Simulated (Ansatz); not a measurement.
Zn8O7: a hybrid from a gapped semilocal start

Zn8O7 is taken as a test cell of our own (not relaxed), 15 atoms in the cell.

```
CELL_PARAMETERS angstrom
6.50000 0.00000 0.00000
-3.25000 5.62917 0.00000
0.00000 0.00000 5.21000
ATOMIC_POSITIONS crystal
Zn 0.16882 0.32817 0.98798
Zn 0.33441 0.16662 0.50741
O 0.16654 0.33540 0.38160
O 0.32890 0.16666 0.87749
Zn 0.16136 0.83019 0.99961
Zn 0.34153 0.67195 0.49603
O 0.32335 0.66439 0.87664
Zn 0.66594 0.33366 0.99778
Zn 0.82885 0.16364 0.50840
O 0.67006 0.33793 0.38755
O 0.83705 0.17313 0.88818
Zn 0.65214 0.83284 0.99554
Zn 0.83481 0.67274 0.49111
O 0.66394 0.82979 0.38787
O 0.82727 0.66934 0.88235
```

Code: Ansatz (development build ahead of 0.2.0); norm-conserving potentials, plane waves, scalar-relativistic; no spin polarisation; cutoff 1240 eV; k-mesh 1×1×1. A hybrid run begins with a PBE cycle under the same occupations; its iterations are summed over that start, the exchange cycles and any other fillings tried.

With one k-point the gap is the spacing of two levels at that point, not the band gap of the material; the mesh is far from converged, so the case tests the SCF and predicts nothing for the material.

```tsv
functional and occupations	outcome
HSE06, fixed occupations	converged in 29 iterations, gap on the mesh 4.93 eV
PBE, fixed occupations	converged in 12 iterations, gap on the mesh 3.10 eV
PBE, Fermi–Dirac smearing 0.01 eV	converged in 12 iterations, gap on the mesh 3.10 eV
HSE06, Fermi–Dirac smearing 0.01 eV	converged in 28 iterations, gap on the mesh 4.93 eV
```

HSE06 opens the gap by 1.83 eV against PBE; on one k-point part of that hangs on the q+G = 0 term of the exchange. With a gap this far above the smearing width, smeared and fixed occupations give the same result.
